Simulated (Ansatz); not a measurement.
A 6-atom cell of BaCaF4 built on the fluorite structure (relaxed group R-3m), relaxed with r2SCAN in the plane-wave code Ansatz: the symmetry is R-3m (No. 166, trigonal); a = 4.141 Å, c = 20.065 Å in the conventional setting, 16.55 Å³ an atom. Ca is surrounded by 8 F at 2.31–2.48 Å; F is surrounded by 1 Ca at 2.31 Å and 3 Ba at 2.61 Å; F is surrounded by 3 Ca at 2.48 Å and 1 Ba at 2.68 Å; Ba is surrounded by 8 F at 2.61–2.68 Å. The primitive cell holds 6 atoms in 99.33 Å³. These are computed values for a spin-unpolarised cell that may be hypothetical; none is a measurement.

Computed values: HSE06 (4×4×4) gives a least gap of 8.53 eV and a least direct gap of 8.76 eV. PBEsol's static dielectric constant, on its own cell and averaged over directions, is 12.1.

(1) What is the density?

(2) At what wavelength does absorption set in by HSE06, excitons left aside?

(3) As a gate dielectric 2.5 nm thick, what equivalent oxide thickness and capacitance would it have, with 3.9 for amorphous SiO₂?

Answers

(1) The cell holds 1 Ca, 4 F, 1 Ba: M = 1×40.078 + 4×18.998 + 1×137.327 = 253.40 u in V = 99.33 Å³. ρ = 1.66054 × M/V = 1.66054 × 253.40/99.33 = 4.236 g/cm³, for the static r2SCAN lattice.

(2) λ = 1239.84 eV nm/E: 145 nm for the least gap, where it needs phonons and is weak, and 142 nm for direct transitions. That lies in the ultraviolet, so by this gap the crystal is transparent to visible light.

(3) EOT = t × 3.9/κ = 2.5 × 3.9/12.1 = 0.81 nm; C/A = ε₀κ/t = 8.854 × 12.1/2.5 = 42.9 fF/µm². This takes the ideal crystal's mean κ, without interface layers; the tensor is anisotropic (8.0, 14.1, 14.1), so an oriented film differs.

Spin-orbit coupling is left out.

For a response run the program warns that the ground state's bands aren't all converged, so ε∞ carries an extra error.
